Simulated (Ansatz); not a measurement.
Input and command of a plane-wave DFT calculation in Ansatz:

```yaml
crystal:
  lattice:
    - [3.0110730456, 0.0, 0.0]
    - [0.0, 3.0110730456, 0.0]
    - [0.0, 0.0, 13.0221612507]
  atoms:
    - { symbol: Ti, position: [0.0, 0.0, 0.3236303285] }
    - { symbol: Ti, position: [0.5, 0.5, 0.1763696715] }
    - { symbol: Ti, position: [0.5, 0.5, 0.8236303285] }
    - { symbol: Ti, position: [0.0, 0.0, 0.6763696715] }
    - { symbol: Cd, position: [0.0, 0.0, 0.0] }
    - { symbol: Cd, position: [0.5, 0.5, 0.5] }
basis:
  ecutwfc: 500
kpoints:
  mp_grid: { grid: [12, 12, 4] }
hamiltonian:
  xc: r2scan
scf:
  occupations: { method: gaussian, width: 0.1 }
output:
  forces: true
  stress: true
  eigenvalues: true
relax:
  adjacent_minimum: "off"
  f_tol: 0.008
  max_steps: 40
  cell: { stress_tol: 0.015, fix: [a, b, gamma] }
```

```bash
ansatz run input.yaml --threads 1 --pin off --max-ram 2560MiB --backend cpu --events-out ev --progress --plain --runs-dir out
```

Processor: AMD EPYC 9R45 96-Core Processor (Zen 5), 1 thread, on a host shared with other jobs.

How long does it run, and how much memory does it take?

About 2.6 min on 1 thread of AMD EPYC 9R45 96-Core Processor (Zen 5), on a shared host, peak memory 0.96 GiB. It solves 53 bands at 84 k points (the mesh reduced by symmetry) with about 2845 plane waves (on the last cell), in 54 SCF iterations over 8 ionic steps.
